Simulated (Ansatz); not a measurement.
## AlCo3 (Pm-3m): electronic heat capacity from the density of states

Level of theory: DFT r2SCAN, scalar-relativistic, plane waves, PAW (Ansatz 0.2.0).

Plane waves to 500 eV, a k mesh through Γ of 12×12×12 on the computed 4-atom cell and Gaussian smearing (0.10 eV); collinear spin from starting moments 0 1.78 1.78 1.78 μB.

Relaxed cell: Pm-3m, a = 3.586 Å, b = 3.586 Å, c = 3.586 Å, α = 90.00°, β = 90.00°, γ = 90.00°, 4 atoms in the primitive cell. Whether it is the stable form of this composition wasn't checked.

The density of states at the Fermi level is 2.366 states/eV in the cell of 4 atoms (1 formula unit; both spins, tetrahedra on a 18×18×18 mesh). The run ends with a moment of 4.59 μB a cell (largest on a site 1.61 μB), and the figure is for this state; a paramagnetic sample can have a quite different one. Another magnetic order, if the compound takes it, can change N(E_F) and the shape of the cell a good deal.

Q: What Sommerfeld coefficient does this give?

A: Per formula unit N(E_F) = 2.366 states/eV. γ = (π²/3) k_B² N(E_F) N_A = 2.357 mJ/(mol K²) per state/eV, so γ = 5.6 mJ/(mol K²), a mole of formula units. This is the bare band result: a measured γ of the same phase and magnetic order is as a rule larger by a factor 1 + λ from phonons and spin fluctuations. N(E_F) at one energy is sensitive to the mesh where the density of states has sharp peaks.

The state reached may not be the lowest one.

Only this magnetic start was tried.

Cost: 1 run of about 1.9 core-minutes, on Intel Xeon Processor @ 2.70GHz (shared hosts).